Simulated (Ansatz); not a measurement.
HfC (NiAs type, P6_3/mmc) at seven volumes, r²SCAN in the plane-wave PAW code Ansatz, shape and atoms relaxed at each. One row is withheld.

```csv
V (Å³/atom),P (GPa)
11.326,27.44
11.700,16.89
12.073,7.82
12.446,0.00
12.820,-6.75
13.193,-12.55
13.567,?
```

Task: Fit the shown pressures and predict the withheld one.

Result: Third-order Birch–Murnaghan: P = (3/2)B₀(x^(7/2) − x^(5/2))[1 + (3/4)(B′ − 4)(x − 1)] with x = (V₀/V)^(2/3). Least squares on the six rows gives V₀ = 12.446 Å³/atom, B₀ = 241.7 GPa, B′ = 3.93. At V = 13.567, x = 0.9441 and P = -17.60 GPa. The run itself gave -17.55 GPa.

The workflow started from a Materials Project entry (that database holds measured and hypothetical structures alike); the Crystallography Open Database copy checked does not list it. It is not the phase usual at ambient conditions (space group No. 225). The cell was relaxed with r²SCAN under the symmetry of its start; its stability against distortions is not shown here. No spin polarisation was allowed. Scalar-relativistic: spin–orbit coupling is off unless named, which matters more the heavier the elements.

Potentials: the later of the program's two PAW sets.
